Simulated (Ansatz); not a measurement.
IrW (L1₀ or tetragonal B2, P4/mmm) at seven volumes, PBEsol in the plane-wave PAW code Ansatz, shape and atoms relaxed at each. One row is withheld.

```json
[
 {"V (Å³/atom)": "13.391", "P (GPa)": "42.42"},
 {"V (Å³/atom)": "13.832", "P (GPa)": "25.86"},
 {"V (Å³/atom)": "14.274", "P (GPa)": "11.86"},
 {"V (Å³/atom)": "14.715", "P (GPa)": "-0.01"},
 {"V (Å³/atom)": "15.157", "P (GPa)": "-10.04"},
 {"V (Å³/atom)": "15.598", "P (GPa)": "?"},
 {"V (Å³/atom)": "16.040", "P (GPa)": "-25.67"}
]
```

Question: Fit the shown pressures and predict the withheld one.

Answer: Third-order Birch–Murnaghan: P = (3/2)B₀(x^(7/2) − x^(5/2))[1 + (3/4)(B′ − 4)(x − 1)] with x = (V₀/V)^(2/3). Least squares on the six rows gives V₀ = 14.715 Å³/atom, B₀ = 362.5 GPa, B′ = 4.57. At V = 15.598, x = 0.9619 and P = -18.50 GPa. The run itself gave -18.52 GPa.

The start of the workflow was typed in or built on a structure type; neither database checked (COD, Materials Project) lists it. COD files the formula under space group No. 51. Whether it is the stable phase at ambient conditions was not checked. Symmetry was held in the PBEsol relaxation; whether a distortion lowers the energy is not shown. The run is not spin-polarised. Spin–orbit coupling is left out wherever it is not named.

Potentials: the later of the program's two PAW sets.
